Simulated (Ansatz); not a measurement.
With DFT-r²SCAN in the program Ansatz with PAW potentials, InP in the tetragonal phase (P4_2/mnm; In on 4g, P on 4f) relaxes to a = 7.203 Å, c = 4.187 Å. Its formation energy from the elements is -0.31 eV/atom, with no fitted shifts.

It is gapped at this level: 1.16 eV (smallest direct gap 1.16 eV). The valence maximum lies on the M–Γ line, 93 % of the way from M and the conduction minimum at Γ. The screened hybrid HSE06 puts the gap at 1.49 eV. Gap from r²SCAN with spin–orbit coupling: 1.14 eV. Electrons at the band edge weigh 0.081, 0.090, 0.090 mₑ (principal values). The hole mass is 0.22, 1.0, 2.0 mₑ (principal values).

An equation-of-state fit gives a bulk modulus of 62.0 GPa. The relaxed-ion elastic constants in GPa are C11 = 80.6, C12 = 54.3, C13 = 44.1, C33 = 124, C44 = 25.8, C66 = 26.6. The elastic constants imply a Debye temperature near 257 K. Bader charges are In +0.98, P -0.98 e.

The start of the workflow was typed in or built on a structure type; neither database checked (COD, Materials Project) lists it. It is not the phase usual at ambient conditions (space group No. 216). The r²SCAN relaxation kept the symmetry of its start; whether a distortion lowers the energy is not shown. The volume moved by 22 % from the start of the relaxation. The references are the lowest solids computed at this level, not always the standard phases. Spin–orbit coupling is left out wherever it is not named.

Potentials: the earlier of the program's two PAW sets.
